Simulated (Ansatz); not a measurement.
## Ir, first-principles data

Ir:
```
Ir
1.0
    0.00000     2.75311     2.75311
    2.75311     0.00000     2.75311
    2.75311     2.75311     0.00000
Ir
2
Direct
  0.00000   0.00000   0.00000
  0.25000   0.25000   0.25000
```

Space group Fd-3m (No. 227), diamond; conventional cell a = b = c = 5.5062 Å, α = β = γ = 90.00°.

Method: DFT-PBEsol in the program Ansatz with PAW potentials. The cell and atoms are relaxed at this level. Other levels are named where they apply.

**Cell and energy**

```yaml
volume_per_atom: 20.87 Å³
density: 15.30 g/cm³
```

**Electronic structure**

```yaml
electronic_character: metallic (no gap)
Density of states at the Fermi level: 1.0 states/eV per atom (mean over ±0.08 eV)
Gap with spin–orbit coupling: none (metallic)
```

**Mechanics**

```yaml
Bulk modulus (Birch–Murnaghan fit): 206 GPa
Pressure derivative B′: 4.9
Elastic constants (relaxed ions, GPa): C11 = 206, C12 = 206, C44 = 52.6
mechanical_stability: marginal (the smallest eigenvalue of C is near zero)
```

**Phonons**

```yaml
highest_zone_centre_frequency: 26.8 meV
zone_centre_stability: no imaginary mode at Γ
```

The start of the workflow was typed in or built on a structure type; neither database checked (COD, Materials Project) lists it. It is not the phase usual at ambient conditions (space group No. 225). The cell was relaxed with PBEsol under the symmetry of its start. The run is not spin-polarised. As this level gives no gap, shear constants depend on the k-mesh and smearing (Fermi–Dirac, 0.1 eV here). As this level gives no gap, phonon frequencies hold no LO–TO term and depend on the k-mesh and smearing (Fermi–Dirac, 0.1 eV here). Scalar-relativistic: spin–orbit coupling is off unless named, which matters more the heavier the elements.

Potentials: the earlier of the program's two PAW sets. The files were generated under PBE; for other functionals the program regenerates the frozen cores, and for LDA and PBEsol the local potential too.
